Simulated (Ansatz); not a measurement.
A relaxed cell of Os (P6₃/mmc (No. 194)), relaxed on a k-mesh at least as fine as the one used below. Level of theory: r2SCAN (plane waves to 500 eV, PAW, scalar-relativistic; Ansatz, a quantum-chemistry and plane-wave program). Γ-centred k-mesh 7×14×4 on the run's cell (coarser than for final values), Fermi–Dirac smearing 0.05 eV.

```yaml
crystal:
  lattice:
    - [5.44894, 0.00000, 0.00000]
    - [-1.36223, 2.35946, 0.00000]
    - [0.00000, 0.00000, 8.75102]
  atoms:
    - { symbol: Os, position: [0.00000, 0.00000, 0.00000] }
    - { symbol: Os, position: [0.50000, 0.00000, 0.00000] }
    - { symbol: Os, position: [0.00000, 0.00000, 0.50000] }
    - { symbol: Os, position: [0.50000, 0.00000, 0.50000] }
    - { symbol: Os, position: [0.16667, 0.66667, 0.25000] }
    - { symbol: Os, position: [0.66667, 0.66667, 0.25000] }
    - { symbol: Os, position: [0.33333, 0.33333, 0.75000] }
    - { symbol: Os, position: [0.83333, 0.33333, 0.75000] }
```

The atoms are displaced by (Å):

| atom | ux | uy | uz |
|---|---|---|---|
| Os1 | 0.022 | 0.016 | -0.103 |
| Os2 | -0.054 | -0.152 | 0.121 |
| Os3 | -0.032 | 0.152 | 0.008 |
| Os4 | 0.076 | -0.014 | -0.092 |
| Os5 | -0.062 | 0.054 | 0.006 |
| Os6 | -0.055 | -0.154 | 0.046 |
| Os7 | 0.094 | -0.033 | 0.012 |
| Os8 | 0.096 | 0.038 | 0.154 |

### Question
What forces (eV/Å) and pressure result?

### Answer
```tsv
atom	Fx	Fy	Fz
Os1	0.51	-0.16	3.31
Os2	0.61	0.97	-1.86
Os3	0.50	-0.96	0.26
Os4	-0.98	-0.32	2.45
Os5	-0.79	-1.61	0.95
Os6	1.91	2.59	-1.33
Os7	0.13	0.61	-0.21
Os8	-1.88	-1.11	-3.57
```

Pressure +7.7 GPa.

### Question
Estimate the energy cost of the displacement in the harmonic approximation and compare with the calculation.

### Answer
For a harmonic well ΔE = −½ Σ F·u = 1.287 eV a cell, or 161 meV/atom. The calculated energy relative to the undisplaced cell is +0.15 eV/atom, so the harmonic estimate holds well.

No spin polarisation in the result.

The run that gave the undisplaced cell could not lose the symmetry of its start; a randomly shaken copy of 8 atoms returns to this structure.

The relaxed structure here is a generated cell of Os: the first start was made by placing the elements on the sites of a structure type, and the end was not matched to a known phase here, so it may be hypothetical. A known form of Os has the same space group but another cell.
